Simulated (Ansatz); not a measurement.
Sn, DFT, PBEsol, PAW with Ansatz's default frozen-core files, scalar-relativistic (Ansatz 0.2.0), run on 1 thread of Arm Neoverse V1 on a shared host.

The cell comes from COD entry 1540069, which wasn't checked; take it as a given geometry. The listed cell was then made from it by scaling, straining or moving an atom.

Command: `ansatz run input.yaml --threads 1 --pin off --max-ram 3072MiB --backend cpu --events-out ev --progress --plain --runs-dir out`

```yaml
crystal:
  lattice:
    - [-1.6012850752, 1.6012850752, 2.9349595031]
    - [1.6012850752, -1.6012850752, 2.9349595031]
    - [1.6012850752, 1.6012850752, -2.9349595031]
  atoms:
    - { symbol: Sn, position: [0.0, 0.0, 0.0] }
kpoints:
  mp_grid: { grid: [18, 18, 18] }
scf:
  occupations: { method: fermi_dirac, width: 0.03 }
hamiltonian:
  xc: pbesol
  pseudopotentials: { kind: paw }
output:
  forces: true
  stress: true
  eigenvalues: true
  efg: { contact_densities: true }
```

(1) How large is the problem that the program sets up?

(2) Estimate the wall time and the peak memory.

(3) And the same cell and mesh by all-electron PAW (datasets made for this crystal), asked for forces, stress, eigenvalues, efg, on the same hardware?

## Answers

(1) 480 irreducible k-points, 581 plane waves at Γ, 11 bands.

(2) 10 s of wall time for 6 SCF iterations, with a peak of 0.45 GiB. Times on shared machines scatter by tens of per cent.

(3) 38 s, peak memory 0.55 GiB.
